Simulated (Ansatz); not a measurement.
**TlPt**

Level of theory: DFT, r²SCAN, scalar-relativistic, no spin polarisation; plane waves to 500 eV with PAW datasets (Ansatz 0.2.0), 6×6×8 k-mesh, Gaussian smearing of 0.05 eV; PAW files: Ansatz's generated set soft_2.

```
Tl Pt
1.0
     6.51463    0.00000    0.00000
    -3.25732    5.64184    0.00000
     0.00000    0.00000    3.92653
Tl Pt
3 3
Direct
  0.50000 0.00000 0.00000
  0.50000 0.50000 0.00000
  0.00000 0.50000 0.00000
  0.00000 0.00000 0.00000
  0.33333 0.66667 0.50000
  0.66667 0.33333 0.50000
```

The chain of runs began from a cell as deposited in COD, expanded in volume.

The cell above was scaled in volume, and shape and atoms were relaxed at each volume within its symmetry. Energies are counted from the cell above.

Cell and atoms are those of this level's equilibrium.

```csv
V (Å³/atom),ΔE (meV/atom),P (GPa)
23.09,6.8,2.2
23.57,1.7,1.3
24.05,0.0,0.0
24.53,?,?
25.02,6.0,-2.0
25.74,14.7,-2.0
```

(1) Fill in the withheld row.

(2) Can a bulk modulus be trusted from these points?

Answers:

(1) ΔE (meV/atom): 1.6, P (GPa): -1.0.

(2) No. The energies are smooth (scatter 0.13 meV/atom), but the fit's B0′ of 12.4 is out of the usual range: the curve is too flat or too lopsided over this range, or mesh noise enters, and a third-order form can't fix it.

These numbers lack spin–orbit coupling. The run is a metal.
